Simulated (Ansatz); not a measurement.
Relaxed-ion elastic tensor of C in space group P4_32_12 (No. 96; C on 4a, C on 8b) in GPa (Voigt order), r²SCAN (plane waves, PAW; program Ansatz); density 3.56 g/cm³, 5.61 Å³ per atom.

```
1200  51.3  75.9   0.0   0.0   0.0
51.3  1200  75.9   0.0   0.0   0.0
75.9  75.9   924   0.0   0.0   0.0
 0.0   0.0   0.0   489   0.0   0.0
 0.0   0.0   0.0   0.0   489   0.0
 0.0   0.0   0.0   0.0   0.0   542
```

**Question.** Is the crystal mechanically stable?

**Answer.** Yes: the smallest eigenvalue of C is 489 GPa.

**Question.** Work out the Voigt, Reuss and Hill averages.

**Answer.** K_V = 415, K_R = 410, K_H = 412; G_V = 512, G_R = 508, G_H = 510 GPa.

**Question.** Give Young's modulus, Poisson's ratio, Pugh's ratio and the universal anisotropy index.

**Answer.** E = 9KG/(3K + G) = 1080 GPa; ν = 0.06; K/G = 0.81 (brittle by the Pugh limit of 1.75); A_U = 5G_V/G_R + K_V/K_R − 6 = 0.06.

**Question.** Estimate the sound speeds and the Debye temperature.

**Answer.** v_l = √((K + 4G/3)/ρ) = 17500 m/s, v_t = √(G/ρ) = 12000 m/s, mean 13100 m/s; Θ = (h/k)(3n/4πV)^(1/3) v_m = 2190 K.

**Question.** Solve the Christoffel equation for the three sound speeds along x, y, z.

**Answer.** Eigenvalues of C_ijkl n_j n_l equal ρv² (piezoelectric stiffening left out). In km/s, slowest first: x 11.72, 12.35, 18.38; y 11.72, 12.35, 18.38; z 11.72, 11.72, 16.12.

**Question.** How much does each axis shrink under pressure?

**Answer.** Linear compressibilities β_i = Σ_j S_ij (j = 1 to 3): x 0.74, y 0.74, z 0.96 per TPa.

The start of the workflow was typed in or built on a structure type; neither database checked (COD, Materials Project) lists it. It is not the phase usual at ambient conditions (space group No. 194, 227). The r²SCAN relaxation kept the symmetry of its start; whether a distortion lowers the energy is not shown.

Potentials: the later of the program's two PAW sets.
